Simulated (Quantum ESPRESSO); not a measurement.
pw.x input (Quantum ESPRESSO 7.5; LDA, PseudoDojo standard norm-conserving files, scalar-relativistic):

```
&CONTROL
  calculation = 'scf'
  pseudo_dir = './pseudo'
  outdir = './out'
  tprnfor = .true.
  tstress = .true.
/
&SYSTEM
  ibrav = 0
  nat = 3
  ntyp = 2
  ecutwfc = 84.0
  ecutrho = 336.0
  occupations = 'smearing'
  smearing = 'fd'
  degauss = 0.002
  nbnd = 16
/
&ELECTRONS
  conv_thr = 3e-10
/
ATOMIC_SPECIES
Mg 24.3050 Mg.upf
Si 28.0850 Si.upf
CELL_PARAMETERS angstrom
  0.000000000000   3.129557576000   3.129557576000
  3.129557576000   0.000000000000   3.129557576000
  3.129557576000   3.129557576000   0.000000000000
ATOMIC_POSITIONS crystal
Mg   0.250000000000   0.250000000000   0.250000000000
Mg   0.750000000000   0.750000000000   0.750000000000
Si   0.000000000000   0.000000000000   0.000000000000
K_POINTS automatic
8 8 8 0 0 0
```

End of the output:

```
     total energy              =    -245.68126508 Ry
     estimated scf accuracy    <       0.00000194 Ry
     total energy              =    -245.68126571 Ry
     estimated scf accuracy    <       0.00000013 Ry
     total energy              =    -245.68126574 Ry
     estimated scf accuracy    <          2.1E-09 Ry
[...]
     the Fermi energy is     6.1171 ev
!    total energy              =    -245.68126574 Ry
     estimated scf accuracy    <          9.4E-11 Ry
     smearing contrib. (-TS)   =      -0.00001729 Ry
     internal energy E=F+TS    =    -245.68124846 Ry
     The total energy is F=E-TS. E is the sum of the following terms:
     one-electron contribution =    -190.00067326 Ry
     hartree contribution      =      91.22842432 Ry
     xc contribution           =     -33.90722206 Ry
     ewald contribution        =    -113.00177745 Ry
     convergence has been achieved in   8 iterations
     Forces acting on atoms (cartesian axes, Ry/au):
     atom    1 type  1   force =     0.00000000    0.00000000    0.00000000
     atom    2 type  1   force =     0.00000000    0.00000000    0.00000000
     atom    3 type  2   force =     0.00000000    0.00000000    0.00000000
     Total force =     0.000000     Total SCF correction =     0.000000
     Computing stress (Cartesian axis) and pressure
          total   stress  (Ry/bohr**3)                   (kbar)     P=        0.06
   0.00000038   0.00000000   0.00000000            0.06        0.00        0.00
   0.00000000   0.00000038   0.00000000            0.00        0.06        0.00
   0.00000000   0.00000000   0.00000038            0.00        0.00        0.06
```
In a gapped system the printed Fermi energy is only some level inside the gap.

Geometry relaxed with LDA.
